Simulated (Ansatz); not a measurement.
## Ag (P6_3/mmc): electronic heat capacity and spin susceptibility from the density of states

The calculation used Ansatz 0.2.0, DFT r2SCAN, scalar-relativistic, plane waves, PAW.

Plane waves to 500 eV, a k mesh through Γ of 18×18×4 on the computed 4-atom cell and Gaussian smearing (0.10 eV); no spin polarisation.

Relaxed cell: P6_3/mmc, a = 2.905 Å, b = 2.905 Å, c = 9.467 Å, α = 90.00°, β = 90.00°, γ = 120.00°, 4 atoms in the primitive cell. This form isn't the element's structure at ambient conditions.

The density of states at the Fermi level is 1.094 states/eV in the cell of 4 atoms (4 formula units; both spins, tetrahedra on a 27×27×6 mesh).

Task: What Sommerfeld coefficient and Pauli susceptibility does this give?

Result: Per formula unit N(E_F) = 0.273 states/eV. γ = (π²/3) k_B² N(E_F) N_A = 2.357 mJ/(mol K²) per state/eV, so γ = 0.6 mJ/(mol K²), a mole of formula units. χ_P = μ_B² N(E_F) N_A = 3.23×10⁻⁵ emu/mol per state/eV gives 0.9×10⁻⁵ emu/mol. This is the bare band result: a measured γ of the same phase is as a rule larger by a factor 1 + λ from phonons and spin fluctuations, the spin part of χ is larger by the Stoner factor, and a measured χ also holds orbital and core terms. N(E_F) at one energy is sensitive to the mesh where the density of states has sharp peaks.

Cost: 1 run of about 2.8 core-minutes, on AMD EPYC 7R43 (Zen 3) (shared hosts).